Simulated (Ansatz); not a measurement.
C:
```
C
1.0
    2.45446     0.00000     0.00000
   -1.22723     2.12563     0.00000
    0.00000     0.00000    26.00000
C
2
Direct
  0.66667   0.33333   0.50000
  0.33333   0.66667   0.50000
```
The layer is periodic in x and y and isolated along z.

Relaxed with r²SCAN+D4.

Tabulate the total density of states from the program Ansatz at the r²SCAN+D4 level (PAW).

States/eV per cell of 2 atoms, means over 0.25 eV bins, energy of the bin centre from the Fermi level.

```csv
E (eV),total
-7.85,0.71
-7.60,0.74
-7.35,0.79
-7.10,0.97
-6.85,0.89
-6.60,0.93
-6.35,0.79
-6.10,0.64
-5.85,0.61
-5.60,0.68
-5.35,0.60
-5.10,0.58
-4.85,0.56
-4.60,0.55
-4.35,0.54
-4.10,0.53
-3.85,0.52
-3.60,0.52
-3.35,0.49
-3.10,0.35
-2.85,0.39
-2.60,0.54
-2.35,0.39
-2.10,0.28
-1.85,0.22
-1.60,0.18
-1.35,0.14
-1.10,0.11
-0.85,0.08
-0.60,0.06
-0.35,0.03
-0.10,0.01
0.15,0.01
0.40,0.04
0.65,0.07
0.90,0.10
1.15,0.14
1.40,0.20
1.65,0.35
1.90,0.60
2.15,0.38
2.40,0.32
2.65,0.29
2.90,0.27
3.15,0.25
3.40,0.23
3.65,0.36
3.90,0.43
4.15,0.42
```

Space group P6/mmm (graphene). A layer that has been made, often on a substrate. It is flat by the symmetry kept. Symmetry was held in the r²SCAN+D4 relaxation; whether a distortion lowers the energy is not shown.

Potentials: the later of the program's two PAW sets.
